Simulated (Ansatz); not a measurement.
A geometry of HfO2 away from equilibrium: step 2 of the relaxation of a relaxed HfO2 cell shaken by Gaussian noise of σ = 0.08 Å a coordinate. Method: r2SCAN (plane waves to 500 eV, PAW, scalar-relativistic; Ansatz, a program for electronic structure). Γ-centred k-mesh 4×4×2 on the run's cell (coarser than for final values), Fermi–Dirac smearing 0.05 eV.

```
HfO2
1.0
    6.32378     0.00287     0.01034
   -3.15940     5.50375    -0.00106
    0.01687     0.00774    10.27551
Hf O
4 8
Cartesian
  0.01781   3.59331   0.64743
  3.13695   1.84743   5.78458
  3.22392   1.75753   9.64502
 -0.02389   3.67953   4.46133
 -0.04987   3.64175   2.55734
  3.16501   1.81345   7.71867
  3.26127  -0.10435  -0.07456
  1.51841   2.77212   5.14995
  4.78560   2.68720  -0.01250
  3.08047   0.00084   5.10541
  1.64340   2.62999   0.05604
  4.68439   2.77331   5.17251
```

Task: Give the Cartesian forces on all atoms (eV/Å).

Result: 
```json
[
 {"atom": "Hf1", "Fx": "0.96", "Fy": "-0.08", "Fz": "-1.16"},
 {"atom": "Hf2", "Fx": "-0.90", "Fy": "-0.54", "Fz": "-0.18"},
 {"atom": "Hf3", "Fx": "0.00", "Fy": "-0.07", "Fz": "-0.08"},
 {"atom": "Hf4", "Fx": "-0.94", "Fy": "-0.05", "Fz": "1.42"},
 {"atom": "O5", "Fx": "0.02", "Fy": "0.02", "Fz": "-0.27"},
 {"atom": "O6", "Fx": "-0.01", "Fy": "0.03", "Fz": "-0.23"},
 {"atom": "O7", "Fx": "-0.09", "Fy": "-0.32", "Fz": "0.27"},
 {"atom": "O8", "Fx": "0.71", "Fy": "-0.29", "Fz": "0.19"},
 {"atom": "O9", "Fx": "-0.01", "Fy": "-0.01", "Fz": "0.05"},
 {"atom": "O10", "Fx": "0.21", "Fy": "0.48", "Fz": "0.06"},
 {"atom": "O11", "Fx": "-0.85", "Fy": "0.41", "Fz": "0.42"},
 {"atom": "O12", "Fx": "0.89", "Fy": "0.42", "Fz": "-0.50"}
]
```

Task: What is the pressure?

Result: +0.6 GPa, compression positive.

Task: How far above the relaxed end point is this geometry?

Result: 0.01 eV/atom; the path ends in P1 (No. 1) at a tolerance of 0.01 Å, P6₃/mmc (No. 194) at 0.1 Å.

No spin polarisation in the result.

The end of the path is a generated cell of HfO2: the first start was made by placing the elements on the sites of a structure type, and the end was not matched to a known phase here, so it may be hypothetical. Known forms of HfO2 include space group No. 14, 29, 137, 225.
